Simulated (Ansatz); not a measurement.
## Structure relaxation, Ti₂AlC

The start is a relaxed Ti2AlC cell with one C and one Al atom exchanged in a cell of 8 atoms. The structure is fully relaxed (lattice and positions, P = 0) with PBEsol (plane waves to 420 eV, PAW, scalar-relativistic; Ansatz, an electronic-structure program). The first steps use a coarse 9×9×2 k-mesh.

Input geometry:
```
CELL_PARAMETERS angstrom
      3.03742     0.00000     0.00000
     -1.51871     2.63048     0.00000
      0.00000     0.00000    13.63771
ATOMIC_POSITIONS crystal
  Ti 0.33333 0.66667 0.08332
  Ti 0.66667 0.33333 0.91668
  Ti 0.66667 0.33333 0.58332
  Ti 0.33333 0.66667 0.41668
  C  0.33333 0.66667 0.75000
  Al 0.66667 0.33333 0.25000
  Al 0.00000 0.00000 0.00000
  C  0.00000 0.00000 0.50000
```

How much energy is released per atom?

About 1.6 eV/atom.

How do the shortest distances between atoms change?

The closest pairs of elements (up to four, under 3.6 Å), start → end: C–Ti 2.09 → 2.07 Å; Al–Ti 2.09 → 2.81 Å; Ti–Ti 2.87 → 2.62 Å; C–C 3.04 → 3.01 Å.

Final values are on a 18×18×4 k-mesh of the relaxed cell. The start holds a very short contact (Al–Ti 2.09 Å). No spin polarisation in the result.

The run could not lose the symmetry of its start.

Of the parent cell (P6₃/mmc (No. 194)): The relaxation started from an entry of Materials Project.

The runs began from a structure in Materials Project; this end point is another cell, not compared with measured phases.
